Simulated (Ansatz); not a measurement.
A crystal relaxed with r2SCAN in Ansatz has space group I4/mmm (No. 139) and a = 5.536 Å, c = 11.091 Å.

| atom | site | x | y | z |
| --- | --- | --- | --- | --- |
| Mg | 4d | 0.0000 | 0.5000 | 0.2500 |
| Se | 4c | 0.0000 | 0.5000 | 0.0000 |
| Mg | 2a | 0.0000 | 0.0000 | 0.0000 |
| Se | 4e | 0.5000 | 0.5000 | 0.2561 |
| Xx | 2b | 0.5000 | 0.5000 | 0.0000 |

The r2SCAN gap is indirect, 0.80 eV (X to M), below the direct gap of 1.63 eV at Γ. With HSE06 the valence top lies at X and the conduction bottom at M, 1.10 eV higher; the smallest vertical gap, at Γ, is 1.92 eV. Meshes: r2SCAN 6×6×6, HSE06 4×4×4. r2SCAN's ε∞ is 6.8 along x and y, 6.5 along z.

Q: Which element is Xx?
A. Cd
B. Zn
C. Hg

A: A. Xx is Cd: Mg₃CdSe₄ as one 8-atom ordering (I4/mmm) on the rocksalt lattice. Mg has 6 Se at 2.77 Å; Se has 4 Mg at 2.77 Å and 2 Cd at 2.77 Å; Mg has 6 Se at 2.70–2.77 Å; Se has 5 Mg at 2.70–2.77 Å and 1 Cd at 2.84 Å; Cd has 6 Se at 2.77–2.84 Å.

No spin polarisation and no zero-point or thermal motion; the cell was built from a prototype and may be hypothetical.

The runs are scalar-relativistic, without spin-orbit coupling.

For a response run the program warns that the ground state's bands aren't all converged, so ε∞ carries an extra error.
